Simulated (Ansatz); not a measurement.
The end point of a relaxation of Si₂Ni. Space group Fm-3m (No. 225), AFLOW prototype AB2_cF12_225_a_c (C1, as in CaF2). Calculation: PBE (plane waves to 420 eV, PAW, scalar-relativistic; Ansatz, a quantum-chemistry and plane-wave program).

```xyz
3
Lattice="0.0000 2.7220 2.7220 2.7220 0.0000 2.7220 2.7220 2.7220 0.0000" Properties=species:S:1:pos:R:3 pbc="T T T"
Ni     0.0000     0.0000     0.0000
Si     1.3610     1.3610     1.3610
Si     4.0830     4.0830     4.0830
```

What magnetic moment does PBE give?

Zero (the starting moments vanished).

No spin polarisation in the result: the starting moments vanished. A magnetic state may lie lower.

The run could not lose the symmetry of its start; a randomly shaken copy of 3 atoms returns to this structure.

All atoms sit on sites fixed by symmetry, so only the cell could relax.
